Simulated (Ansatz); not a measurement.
A relaxed structure of BAs is spoiled in several ways and relaxed again each time (noise and exchanges are one random draw each; pressure is positive under compression). These are r2SCAN (plane waves to 500 eV, PAW, scalar-relativistic; Ansatz, a quantum-chemistry and plane-wave program) values and carry that method's errors.

```cif
data_As4B4
_chemical_formula_sum 'As4 B4'
_space_group_name_H-M_alt 'F-43m'
_space_group_IT_number 216
_space_group_name_Hall 'F -4 2 3'
_cell_length_a 4.78390
_cell_length_b 4.78390
_cell_length_c 4.78390
_cell_angle_alpha 90.000
_cell_angle_beta 90.000
_cell_angle_gamma 90.000
loop_
_atom_site_label
_atom_site_type_symbol
_atom_site_symmetry_multiplicity
_atom_site_Wyckoff_symbol
_atom_site_fract_x
_atom_site_fract_y
_atom_site_fract_z
_atom_site_occupancy
As1 As 4 c 0.25000 0.25000 0.25000 1
B1 B 4 a 0.00000 0.00000 0.00000 1
```
(The calculation used a cell of 2 atoms; values per cell refer to that cell.)

```tsv
change	first pressure (GPa)	first V (Å³/atom)	released (eV/atom)	moves	outcome	final group	E − E(parent) (eV/atom)
with every coordinate shifted by Gaussian noise of σ = 0.1 Å	1.7	13.69	0.11	4	returns to the parent	F-43m	0.000
deformed by the Cartesian strain tensor (xx, yy, zz, yz, xz, xy) = (-0.045, -0.054, -0.082, -0.026, 0.022, 0.025)	40.9	11.33	0.34	6	returns to the parent	F-43m	0.000
doubled along one cell vector, shaken by Gaussian noise of σ = 0.08 Å a coordinate	2.1	13.69	0.14	4	returns to the parent	F-43m	0.000
```

First-step values come from each run's starting, coarser k-mesh (8×8×8, 9×9×9, 8×4×8). The runs use different k-meshes, so differences are rounded accordingly. No spin polarisation in the result.
